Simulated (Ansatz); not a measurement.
# CdIn (P-6m2), two-dimensional strain map

Level of theory: DFT PBEsol, scalar-relativistic, plane waves, PAW in Ansatz 0.2.0. Settings: plane waves to 420 eV, k-mesh 18×18×8 (Γ-centred), Gaussian smearing 0.15 eV. No spin polarisation. Energies are free energies at this smearing, counted from the undisturbed cell; pressure is positive in compression.

The starting cell (as given, not relaxed at this level; it stands at -1.4 GPa, and it needn't be the usual structure):

```
CELL_PARAMETERS angstrom
3.14011 0.00000 0.00000
-1.57006 2.71942 0.00000
0.00000 0.00000 5.77185
ATOMIC_POSITIONS crystal
Cd 0.00000 0.00000 0.50000
In 0.66667 0.33333 0.00000
```

The cell is strained by p along both x and y and by q along z, fractional coordinates fixed. Points are written (p, q).

Energy above the undisturbed cell in meV/atom (a dash: not computed):

```
 p \ q  -0.080  -0.040  0.000  0.080
-0.080   203.3   147.8  117.7  107.7
 0.000    -6.1       –    0.0   45.1
 0.080    26.4       –   92.0  172.9
```

Pressure in GPa:

| p \ q | -0.080 | -0.040 | 0.000 | 0.080 |
| --- | --- | --- | --- | --- |
| -0.080 | 18.1 | 13.8 | 10.5 | 6.4 |
| 0.000 | 2.2 | – | -1.4 | -3.2 |
| 0.080 | -3.7 | – | -5.3 | -5.8 |